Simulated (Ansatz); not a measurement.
ScPd₃C:
```xyz
5
Lattice="4.1477 0.0000 0.0000 0.0000 4.1477 0.0000 0.0000 0.0000 4.1477" Properties=species:S:1:pos:R:3 pbc="T T T"
Sc     0.0000     0.0000     0.0000
Pd     0.0000     2.0738     2.0738
Pd     2.0738     0.0000     2.0738
Pd     2.0738     2.0738     0.0000
C      2.0738     2.0738     2.0738
```

Relaxed with PBEsol. Special points in fractions of this cell's reciprocal vectors: Γ (0.000, 0.000, 0.000); X (0.000, 0.500, 0.000); M (0.500, 0.500, 0.000); R (0.500, 0.500, 0.500).

Task: List the band energies nearest the Fermi level at these points for DFT-PBEsol with spin–orbit coupling in the program Ansatz with PAW potentials.

Result: In eV from the Fermi level; about four levels below and three above (degenerate sets whole), none deeper than 8.9 eV; points with the same levels are listed once.

| k | below | above |
|---|---|---|
| Γ | -1.40 -1.40 -1.40 -1.40 | 1.35 1.35 1.35 1.35 |
| X | -0.28 -0.28 -0.26 -0.26 | 0.89 0.89 0.94 0.94 |
| M | -0.45 -0.45 -0.25 -0.25 | 0.88 0.88 0.91 0.91 |
| R | -0.30 -0.30 -0.30 -0.30 -0.14 -0.14 | 0.23 0.23 0.31 0.31 0.31 0.31 |

Space group Pm-3m (anti-perovskite). The start of the workflow was typed in or built on a structure type; neither database checked (COD, Materials Project) lists it. Whether it is the stable phase at ambient conditions was not checked. The cell was relaxed with PBEsol under the symmetry of its start; phonons show weakly imaginary modes. No spin polarisation was allowed.

Potentials: the later of the program's two PAW sets.
